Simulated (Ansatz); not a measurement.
Relaxed candidate structures of SrVO₃:

A. R-3c, hexagonal axes (No. 167), hR10, AFLOW prototype ABC3_hR10_167_a_b_e (G0_1, as in CaCO3); a = 5.830 Å, b = 5.830 Å, c = 16.901 Å, α = 90.00°, β = 90.00°, γ = 120.00°; V 6a (0.000, 0.000, 0.250); Sr 6b (0.000, 0.000, 0.000); O 18e (0.292, 0.292, 0.750); ferromagnetic

B. Pm-3m (No. 221), cP5, cubic perovskite type; a = b = c = 3.809 Å, α = β = γ = 90.00°; Sr 1a (0.000, 0.000, 0.000); V 1b (0.500, 0.500, 0.500); O 3c (0.000, 0.500, 0.500); non-magnetic

C. P6₃22 (No. 182), hP10; a = b = 5.788 Å, c = 4.838 Å, α = β = 90.00°, γ = 120.00°; Sr 2c (0.333, 0.667, 0.250); V 2b (0.000, 0.000, 0.250); O 6g (0.000, 0.260, 0.000); ferromagnetic

Task: Rank these by energy per atom (lowest first), as PBEsol (plane waves to 420 eV, PAW, scalar-relativistic; Ansatz, a quantum-chemistry and plane-wave program) gives it.

Result: B (reference, the lowest of the structures calculated here), C (+0.17 eV/atom), A (+0.36 eV/atom)

Task: Give each candidate's band gap.

Result: No gap: B, C. A: 0.99 eV (no spin-orbit coupling).

Probably no minimum, since a slightly shaken restart fell lower: R-3c, hR10, AFLOW prototype ABC3_hR10_167_a_b_e (G0_1, as in CaCO3), ferromagnetic (by 0.36 eV/atom, to Pm-3m). 2 runs with a doubtful electronic state, a coarser numerical grid, an end not at rest or a source that can't be used are left out. Each run could gain symmetry but not lose that of its start, so entries can be saddle points. From databases, or of a type measured for this composition: Pm-3m, cP5, cubic perovskite type, non-magnetic; the others are generated cells (placed on structure types, drawn at random, substituted or restacked) that were not matched to a known phase here. Each structure is listed in the lowest spin state found for it. Energies are at zero temperature and pressure, without zero-point motion. Spin states reached: ferromagnetic, non-magnetic; non-magnetic ones ran without spin or lost their moments; spin orders were not searched systematically. No Hubbard U is applied. Gaps of cells over 8 atoms come from the SCF mesh and high-symmetry points alone.
